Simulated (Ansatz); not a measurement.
## TiC: settings compared (Ansatz)

Input:

```yaml
crystal:
  lattice:
    - [2.15246573, 2.15246573, 4.30493146]
    - [4.30493146, 2.15246573, 2.15246573]
    - [2.15246573, 4.30493146, 2.15246573]
  atoms:
    - { symbol: Ti, position: [0.0, 0.0, 0.0] }
    - { symbol: Ti, position: [0.5, 0.5, 0.5] }
    - { symbol: C, position: [0.25, 0.25, 0.25] }
    - { symbol: C, position: [0.75, 0.75, 0.75] }
kpoints:
  mp_grid: { grid: [7, 7, 7], shift: [0, 0, 0] }
magnetization:
  spin_polarized: true
scf:
  occupations: { method: methfessel_paxton, width: 0.0197 }
hamiltonian:
  pseudopotentials: { kind: paw }
  xc: pbesol
  hubbard:
    projectors: all-electron-ortho-atomic
    sites: [{ species: Ti, l: d, u_eff: 1.33 }]
basis:
  ecutwfc: 420
output:
  forces: true
  stress: true
  eigenvalues: true
  write_density: true
  write_potential: true
  elf: true
  volumetric_format: npy
```

Launch command:

```bash
ansatz run input.yaml --threads 1 --pin off --max-ram 2560MiB --backend cpu --events-out ev --progress --plain --runs-dir out
```

Origin of the cell: a database entry, scaled a little.

Output of this run (shortened):

```
basis.fft_grid_basis auto: the FFT boxes are laid along the combinations [[1, -1, 0], [0, 1, 0], [0, -1, 1]] of the cell's own vectors, 3.044, 5.272 and 3.044 Å long. The dense box has 24×36×24 points. […]
Ti: projections on atomic orbitals take those of the free atom [Ne] 3s2 3p6 3d2 4s2, of charge +0.00 (hamiltonian.pseudopotentials.projection_atoms); the dataset's partial waves leave at most […]
C: projections on atomic orbitals take those of the free atom [He] 2s2 2p2, of charge +0.00 (hamiltonian.pseudopotentials.projection_atoms); the dataset's partial waves leave at most 3.7e-9 o […]
band count auto-derived: 22 (N_el = 32.0; filled up to band 16; 20 by the electrons, moments and atoms)
Pseudopotentials: kind: paw
Pseudopotential: Ti, paw, valence charge 12, recommended cutoff 420 eV (normal), Ti.paw.azcp
Pseudopotential: C, paw, valence charge 4, recommended cutoff 420 eV (normal), C.paw.azcp
Functional definition: PBEsol
  exchange = pbesol_x
  correlation = pbesol_c
Crystal: 4 atoms, lattice volume = 39.890 Å³
Basis set: ecut = 420 eV, 779 PW (Γ), FFT grids on a1−a2, a2, −a2+a3, exchange–correlation on 48×72×48 points (8 copies of the dense FFT grid, shifted against one another)
Bands: 22, of which v1, the nominal top of the filled ones, is band 16 counted from 1 (15 counted from 0)
Symmetry: 24 space group operations
[… 8 lines left out …]
Initial density: superposition of atomic densities (chi_scale 0.1, normalization cell, long waves kept (reshape's long-wave potential 0.00 eV rms))
Functional: x = pbesol(κ = 0.804, μ = 0.123457), c = pbesol(β = 0.046)
SCF iter   1: F=—  HF=-5444.547862 eV  Δρ=7.66e-2  dr2=1.22e1  dr2_m=0.00e0  M=0.000 μB ∫|m|=0.000 μB
SCF iter   2: F=—  HF=-5442.259637 eV  S|Δr|=    0.00e0  Δρ=2.95e-2  dr2=1.23e0  dr2_m=0.00e0  M=0.000 μB ∫|m|=0.000 μB  defer=75
SCF iter   3: F=—  HF=-5440.525351 eV  S|Δr|=   4.42e-1  Δρ=3.12e-2  dr2=9.55e-2  dr2_m=3.04e-1  M=1.656 μB ∫|m|=1.656 μB  defer=77
SCF iter   4: F=—  HF=-5441.903632 eV  Δρ=3.01e-2  dr2=8.61e-2  dr2_m=2.55e-1  M=0.157 μB ∫|m|=0.170 μB  defer=137
SCF iter   5: F=—  HF=-5442.037511 eV  S|Δr|=    0.00e0  Δρ=2.14e-2  dr2=3.86e-2  dr2_m=1.37e-1  M=0.158 μB ∫|m|=0.167 μB  defer=146
[… 2 lines left out …]
SCF iter   8: F=—  HF=-5442.220362 eV  S|Δr|=    0.00e0  Δρ=3.69e-4  dr2=9.60e-5  dr2_m=0.00e0  M=0.000 μB ∫|m|=0.000 μB  defer=64
SCF iter   9: F=—  HF=-5442.220421 eV  S|Δr|=    0.00e0  Δρ=4.10e-4  dr2=3.17e-4  dr2_m=0.00e0  M=0.000 μB ∫|m|=0.000 μB  defer=65  recentre
SCF iter  10: F=—  HF=-5442.220360 eV  S|Δr|=    0.00e0  Δρ=3.46e-5  dr2=1.15e-6  dr2_m=0.00e0  M=0.000 μB ∫|m|=0.000 μB  defer=65
SCF iter  11: F=—  HF=-5442.220360 eV  S|Δr|=    0.00e0  Δρ=1.35e-5  dr2=1.78e-7  dr2_m=0.00e0  M=0.000 μB ∫|m|=0.000 μB  defer=65
SCF iter  12: F=-5442.220360 eV  HF=-5442.220360 eV  S|Δr|=    0.00e0  Δρ=5.68e-6  dr2=3.15e-8  dr2_m=0.00e0  M=0.000 μB ∫|m|=0.000 μB
SCF 1 converged in 12 iterations: F = -5442.220360 eV  dr2 = 3.15e-8
this state was not tested for a lower state beside it, because cold or Methfessel-Paxton smearing, or corrected tetrahedra, fill the levels in a way that the test cannot read (fill_not_monotonic; see scf.lower_state_search)
SCF converged after 12 iterations
Magnetization: 0.0000 μB (16.0000 up, 16.0000 down)
Absolute magnetization: 0.0000 μB (∫|ρ↑−ρ↓|)
Spin contamination: 0.0000 ħ² per cell (⟨S²⟩ above its minimum at these occupations)
Per-site moments (μB) at R_I (Å): [(0.0, 0.887892), (0.0, 0.887892), (0.0, 0.887892), (0.0, 0.887892)]
Free energy (F): -5442.220360 eV
Harris-Foulkes:  -5442.220360 eV  (|F-HF|=9.26e-9)
Internal energy: -5442.220219 eV  (E = F + TS)
E sigma→0 (E₀):  -5442.220325 eV
Entropy (-TS):   -0.000142 eV (-0.035 meV/atom)
Fermi energy:    14.991901 eV
--- Per-component energies (eV) ---
  E_band       = -212.656154
  E_kinetic    = 725.675618
  E_local      = -1526.318486  (includes V_loc(G=0)·N_el)
  E_nonlocal   = 65.817814
  E_hartree    = 618.935870
  E_xc         = -293.370588
  E_vxc        = -367.786726  (∫ρ·V_xc dr)
  E_hubbard    = 2.584028  (on-site DFT+U / exact-exchange correction)
  E_vhub       = 1.496237  (the Hubbard potential's part of the band-sum identity)
  E_paw        = -2232.180723  (= ΣΔE_a)
  E_vpaw       = -349.411109  (= ΣTr[D̂ρ^β])
  E_aug_tail   = 0.000290  (compensation charges beyond the density's cutoff)
  E_ewald      = -2803.685010
[… 5 lines left out …]
  atom   1  Ti     0.000000    -0.000000     0.000000
  atom   2  Ti     0.000000    -0.000000     0.000000
  atom   3  C      0.000000     0.000000     0.000000
  atom   4  C      0.000000     0.000000     0.000000
  max |Σ_I F_I| component: 0.0 eV/Å
--- Stress (GPa, compression-positive) ---
       -0.037715      -0.741311      -0.741311
       -0.741311      -0.037715      -0.741311
       -0.741311      -0.741311      -0.037715
  P = ⅓ Tr σ = -0.0377 GPa (-0.377 kbar)
Occupation matrices written to <dir>
```

The same input was run again with these changes:

1. `basis.ecutwfc` 420 → "33.1 Ry"
2. `scf.mixing.algorithm` default → broyden; `scf.mixing.beta` default → 0.3; `scf.mixing.ndim` default → 4; `scf.lower_state_search` default → light
3. `scf.convergence.dr2_threshold` default → 1.0e-11; `crystal.symmetry` default → { detect: false }
4. `hamiltonian.xc` pbesol → r2scan; `hamiltonian.hubbard` { projectors: all-electron-ortho-atomic, sites: [{ species: Ti, l: d, u_eff: 1.33 }] } → { sites: [{ species: Ti, l: d, u_eff: 8.0 }], double_counting: amf }

| run | end | SCF iterations | P (GPa) | max force component (eV/Å) | moment (μB) | ΔE(σ→0) (meV/atom) |
| --- | --- | --- | --- | --- | --- | --- |
| base | converged | 12 | -0.04 | 0.000 | 0.00 | 0 |
| 1 | converged | 12 | -0.05 | 0.000 | 0.00 | -1.14 |
| 2 | converged | 12 | -0.04 | 0.000 | 0.00 | 0.00 |
| 3 | converged | 16 | -0.04 | 0.000 | 0.00 | 0.00 |
| 4 | converged | 13 | 9.21 | 0.000 | 0.00 | – |

Energies are compared only where functional, datasets, charge and starting cell are the same.

Caveats of the base run: no moments, though an odd count or open d shells may carry them; spin is on but no moment was typed; the k mesh is coarse if the cell is a metal.

Run 4: the cutoff lies below the datasets' advice.

The base run took 8 s on 1 thread of Intel(R) Xeon(R) Platinum 8488C (Sapphire Rapids), on a shared host, peak memory 0.51 GiB, from the program's own first density.
